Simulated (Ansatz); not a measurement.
Data:

InAs (zinc blende), conventional cell a = b = c = 6.087 Å, α = β = γ = 90.00°. The calculation uses the primitive cell of 2 atoms, to which meshes and values per cell refer.

This relaxed cell (volume V₀) is scaled evenly in all directions, its shape held. Symmetry pins the atoms to their sites.

Computed with PBEsol (plane waves to 420 eV, PAW, scalar-relativistic; Ansatz, an electronic-structure program). k mesh 9×9×9 (Γ-centred), Fermi-Dirac smearing 0.05 eV. The energy includes the smearing's −TS. Compression counts positive. At this level the bands of InAs touch or barely overlap; measurements give the solid a gap. InAs was relaxed with its symmetry unable to fall. The PAW data are Ansatz's earlier set. ΔE is measured from the relaxed starting cell.

The scan covers V/V₀ from 0.840 to 1.160 in 11 points.

Q: What is the fitted pressure derivative B₀′?

A: 4.7.

Q: What bulk modulus B₀ follows from a third-order Birch-Murnaghan fit?

A: 55.5 GPa.

(Under strain, the slope of the energy per volume gives the stress and its curvature an elastic modulus.)
